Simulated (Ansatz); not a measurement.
ScF3:
```
ScF3
1.0
    2.81179     1.62339     4.65566
   -2.81179     1.62339     4.65566
    0.00000    -3.24678     4.65566
Sc F
2 6
Direct
  0.50000   0.50000   0.50000
  0.00000   0.00000   0.00000
  0.70182   0.25000   0.79818
  0.29818   0.75000   0.20182
  0.79818   0.70182   0.25000
  0.20182   0.29818   0.75000
  0.25000   0.79818   0.70182
  0.75000   0.20182   0.29818
```

Cartesian axes are those of the cell as given.

Task: Give the high-frequency dielectric tensor and the Born effective charge tensors of the independent atoms from DFPT, r²SCAN (plane waves, PAW; program Ansatz).

Result: 
ε∞:
```
2.15  0.00  0.00
0.00  2.15  0.00
0.00  0.00  2.15
```
Z* of atom 1 (Sc), rows: field, columns: displacement, in e:
```
 3.87  -0.20   0.00
 0.20   3.87   0.00
 0.00   0.00   3.90
```
Z* of atom 3 (F), rows: field, columns: displacement, in e:
```
-1.60   0.53  -0.77
 0.53  -0.98   0.45
-0.77   0.45  -1.30
```

Static charges for comparison (Bader): Sc1 +2.29, F3 -0.76 e. Born charges measure polarisation by displacement and can exceed these by far.

Space group R-3c. The first step of the workflow began from a Materials Project structure, measured or hypothetical; the Crystallography Open Database copy checked does not list it. COD files the formula under space group No. 155, 191, 194, 221. Its standing as an ambient phase is unchecked. The cell was relaxed with r²SCAN under the symmetry of its start; whether a distortion lowers the energy is not shown. No spin polarisation was allowed.

Potentials: the later of the program's two PAW sets.
